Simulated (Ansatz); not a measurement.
A geometry of Co away from equilibrium: the start of the relaxation of a generated trial cell of Co in the AFLOW prototype A_cI16_206_c (as in Si). Method: r2SCAN (plane waves to 500 eV, PAW, scalar-relativistic; Ansatz, a first-principles code). Γ-centred k-mesh 8×8×8 on the run's cell (coarser than for final values), Fermi–Dirac smearing 0.05 eV.

```xyz
8
Lattice="-2.8110 2.8110 2.8110 2.8110 -2.8110 2.8110 2.8110 2.8110 -2.8110" Properties=species:S:1:pos:R:3 pbc="T T T"
Co     0.8428     0.8428     0.8428
Co    -0.8428     1.9683     0.8428
Co     1.9683     0.8428    -0.8428
Co     0.8428    -0.8428     1.9683
Co     1.9683     1.9683     1.9683
Co     0.8428     3.6538    -0.8428
Co     3.6538    -0.8428     0.8428
Co    -0.8428     0.8428     3.6538
```
Spin-polarised start, with parallel moments on Co.

What forces act on the atoms (eV/Å)?


```tsv
atom	Fx	Fy	Fz
Co1	-1.68	-1.68	-1.68
Co2	1.68	1.68	-1.68
Co3	1.68	-1.68	1.68
Co4	-1.68	1.68	1.68
Co5	1.68	1.68	1.68
Co6	-1.68	-1.68	1.68
Co7	-1.68	1.68	-1.68
Co8	1.68	-1.68	-1.68
```

What is the pressure?

+57.2 GPa, compression positive.

Spin state reached: ferromagnetic (net 1.92 μB/atom), from parallel starting moments; other spin orders were not run from this start. r2SCAN tends to overstate moments in metals.

The run could not lose the symmetry of its start, so the end can be a saddle point.

The end of the path is a generated cell of Co: the first start was made by placing the elements on the sites of a structure type, and the end was not matched to a known phase here, so it may be hypothetical. Known forms of Co include space group No. 194.
